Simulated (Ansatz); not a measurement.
A distorted cell of As (space group R-3m):

```
CELL_PARAMETERS angstrom
      3.76004     2.17086     6.65675
     -1.88002     1.08543     3.32837
      0.00000    -2.17086     3.32837
ATOMIC_POSITIONS crystal
  As 0.11526 0.21455 0.24647
  As 0.61526 0.24647 0.21455
  As 0.38474 0.75353 0.78545
  As 0.88474 0.78545 0.75353
```

The numbers are results of LDA (plane waves to 420 eV, PAW, scalar-relativistic; Ansatz, a program for electronic structure), not measurements. k mesh 6×11×11 (Γ-centred), Fermi-Dirac smearing 0.05 eV. Stress and pressure are positive under compression. With partly filled bands, energies and forces of such displacements shift with the k mesh and the smearing. As was relaxed with its symmetry unable to fall.

Q: Predict the force on every atom, in eV/Å.

A: 
```tsv
atom	Fx	Fy	Fz
As1	-0.263	0.630	0.069
As2	0.414	-0.543	0.069
As3	-0.414	0.543	-0.069
As4	0.263	-0.630	-0.069
```

(For displaced atoms, the force is minus the slope of the energy, and its curvature is a force constant, which sets phonon frequencies.)
